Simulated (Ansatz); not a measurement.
A generator proposed this cell of BeS4.

```cif
data_structure
_symmetry_space_group_name_H-M 'P 1'
_symmetry_Int_Tables_number 1
_cell_length_a 5.4930
_cell_length_b 5.4930
_cell_length_c 5.4930
_cell_angle_alpha 129.885
_cell_angle_beta 129.885
_cell_angle_gamma 73.590
_cell_volume 95.23
loop_
_atom_site_label
_atom_site_type_symbol
_atom_site_fract_x
_atom_site_fract_y
_atom_site_fract_z
_atom_site_occupancy
Be1 Be 0.00000 0.00000 0.00000 1
S1 S 0.24500 0.24500 0.00000 1
S2 S 0.75500 0.75500 0.00000 1
S3 S 0.50000 0.00000 0.50000 1
S4 S 0.00000 0.50000 0.50000 1
```

Level of theory: Ansatz, DFT PBE, scalar-relativistic, plane waves, PAW. Settings: cutoff 420 eV, Γ-centred mesh 6×6×6 on the computed 5-atom cell, Gaussian smearing of 0.10 eV; no spin polarisation.

Formation energies are uncorrected and refer to the elements' standard structures at the same level.

Problem. What does a single point on this coarse mesh give?

Solution. The pressure is -8.1 GPa (the mean over three directions, positive in compression), the largest force is 0.01 eV/Å, and the energy is +0.77 eV/atom against the elements. The shortest distance is 2.16 Å.

Problem. Is it a good guess?

Solution. A rough one: relaxing gains about 0.38 eV/atom (the start's value is from the coarse mesh, so the gain is rough) in 13 ionic steps and ends at +0.39 eV/atom on the finer mesh. The symmetry stays I4/mmm (No. 139). The volume per atom shrinks by 21.3 %, from 19.0 to 15.0 Å³. The shortest distance goes from 2.16 Å (Be–S) to 2.23 Å (Be–S). The ratio c/a of the conventional cell changes by a factor of 0.89. Conventional cell: a = 4.458 Å, c = 7.539 Å. Be has 4 S at 2.23 Å and 2 S at 2.42 Å; around S on a site of symmetry 4mm lie 1 Be at 2.42 Å and 5 S at 2.61–2.71 Å; around S on a site of symmetry mmm lie 2 Be at 2.23 Å and 4 S at 2.61 Å.

The last run used a 12×12×12 mesh for its 5-atom cell and Gaussian smearing of 0.10 eV. The reference form of S is held partly by dispersion forces, which this level lacks. The relaxation can't lower the symmetry of the start, and the grade says only how near the guess is to its own end. A structure relaxed within its symmetry needn't be a true minimum. Another cell of BeS4 relaxed alike, in Cmmm, lies 204 meV/atom lower, so this cell isn't the stable form at this level.
